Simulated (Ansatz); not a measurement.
## Collinear states of Sr2CuSO2

Level of theory: Ansatz, DFT PBE, scalar-relativistic, plane waves, PAW.

```yaml
crystal:
  lattice:
    - [3.90234, 0.00000, 0.00000]
    - [0.00000, 3.90234, 0.00000]
    - [0.00000, 0.00000, 6.88128]
  atoms:
    - { symbol: Sr, position: [0.00000, 0.00000, 0.24916] }
    - { symbol: Sr, position: [0.00000, 0.00000, 0.75084] }
    - { symbol: Cu, position: [0.50000, 0.50000, 0.00000] }
    - { symbol: S, position: [0.50000, 0.50000, 0.50000] }
    - { symbol: O, position: [0.00000, 0.50000, 0.00000] }
    - { symbol: O, position: [0.50000, 0.00000, 0.00000] }
```

```
plane-wave cutoff                               : 420 eV
Γ-centred k-mesh                                : 10×10×6
occupation rule                                 : Gaussian smearing, 0.1 eV
list of starting moments (μB, in atom order)    : 0 0 2.5 0 0 0
check for lower electronic states after the SCF : off
```

All runs keep this geometry, which isn't relaxed for the lowest state (largest force there 0.096 eV/Å, pressure -0.1 GPa) and needn't be a stable compound; relaxing each order can shift differences of a few meV. Site moments are spin moments in atom-centred spheres that scale with the neighbour distance. The states are those that the runs reached from these starts; a lower one can exist. No antiferromagnetic start is among these.

Problem. Starts tried: no spin; large parallel starting moments. Which state comes out lowest, and what are the moments?

Solution. All starts lose their moments; the cell is non-magnetic at this level.

```tsv
start	ends	energy above lowest (meV/atom)	site moments (μB)	gap on mesh (eV)	P (GPa)
no spin	non-magnetic	0.00	none over 0.05	metal	-0.1
large parallel starting moments	non-magnetic	0.00	none over 0.05	metal	-0.1
```

Cost: 2 runs of about 3.5 core-minutes in all, on Intel Xeon Processor @ 2.50GHz (Skylake/Cascade Lake) (shared hosts).